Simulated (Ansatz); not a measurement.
# HfB2, one cell by several methods

```
CELL_PARAMETERS angstrom
3.14000 0.00000 0.00000
-1.57000 2.71932 0.00000
0.00000 0.00000 3.48000
ATOMIC_POSITIONS crystal
Hf 0.00000 0.00000 0.00000
B 0.33333 0.66667 0.50000
B 0.66667 0.33333 0.50000
```

Atoms are numbered in the order listed.

The conventional cell has a = 3.140 Å, b = 3.140 Å, c = 3.480 Å, α = 90.00°, β = 90.00°, γ = 120.00°. Around Hf (atom 1) lie 12 B at 2.51 Å. B (atom 2) is surrounded by 3 B at 1.81 Å.

The geometry is COD entry 1510711, unchecked; take it as a test cell.

No spin–orbit coupling, which matters for the heavy atoms here.

All numbers are computed: DFT, PBEsol, PAW with Ansatz's default frozen-core files, scalar-relativistic (Ansatz 0.2.0); DFT, PBEsol, all-electron LAPW, scalar-relativistic (Ansatz 0.2.0).

For PAW: a Γ-centred 15×15×12 k mesh, Fermi–Dirac smearing of 0.03 eV, cutoff 420 eV, no spin polarisation; the PAW files were made with PBE, and the program remakes their frozen cores for this functional. LAPW targets a basis error of 1 meV/atom. The Ansatz runs share mesh, smearing and spin set-up. Plane-wave (PAW) pressures include the program's estimate of the Pulay term.

Stress and pressure are positive in compression.

Levels count from the Fermi level.

PAW results:

```json
{"quantity": "pressure (GPa)", "PAW": "-4.36"}
{"quantity": "stress xx (GPa)", "PAW": "-3.89"}
{"quantity": "stress zz (GPa)", "PAW": "-5.31"}
{"quantity": "highest filled level at Γ (eV)", "PAW": "-2.733"}
{"quantity": "lowest empty level at Γ (eV)", "PAW": "3.940"}
{"quantity": "highest filled level at K (eV)", "PAW": "-2.615"}
{"quantity": "lowest empty level at K (eV)", "PAW": "1.699"}
{"quantity": "highest filled level at H (eV)", "PAW": "-3.183"}
{"quantity": "lowest empty level at H (eV)", "PAW": "4.359"}
```

Task: What does LAPW (all electrons) give for the same quantities?

Result: 
| quantity | LAPW |
| --- | --- |
| pressure (GPa) | -4.30 |
| stress xx (GPa) | -3.86 |
| stress zz (GPa) | -5.19 |
| highest filled level at Γ (eV) | -2.733 |
| lowest empty level at Γ (eV) | 3.942 |
| highest filled level at K (eV) | -2.615 |
| lowest empty level at K (eV) | 1.700 |
| highest filled level at H (eV) | -3.186 |
| lowest empty level at H (eV) | 4.359 |
